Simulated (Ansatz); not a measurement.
Y2Nb3Ge4 in space group Pnma (No. 62; Pearson symbol oP36), plane-wave PAW PBE (Ansatz code), all energies at zero smearing, with the estimated change up to a 700 eV cutoff added, with one set of potentials and settings (totals compare only within such a set). Cell of 36 atoms (8 Y, 12 Nb, 16 Ge): -154163.633 eV.

```
element                reference phase  E (eV/atom)
-------  -----------------------------  -----------
Y        P6_3/mmc, 2 atoms in the cell   -3848.6668
Nb          Im-3m, 1 atoms in the cell   -4552.2836
Ge          Fd-3m, 2 atoms in the cell   -4294.9847
```

Formation energy per atom, worked out: (-154163.633 − 8×(-3848.6668) − 12×(-4552.2836) − 16×(-4294.9847))/36 = -0.754 eV/atom (-73 kJ per mol of atoms), at 0 K, without zero-point energy or fitted corrections.

The first step of the workflow began from a Materials Project structure, measured or hypothetical; the Crystallography Open Database copy checked does not list it. Whether it is the stable phase at ambient conditions was not checked. Symmetry was held in the PBE relaxation; whether a distortion lowers the energy is not shown. No spin polarisation was allowed. The references are the lowest solids computed at this level, not always the standard phases.

Potentials: the later of the program's two PAW sets.
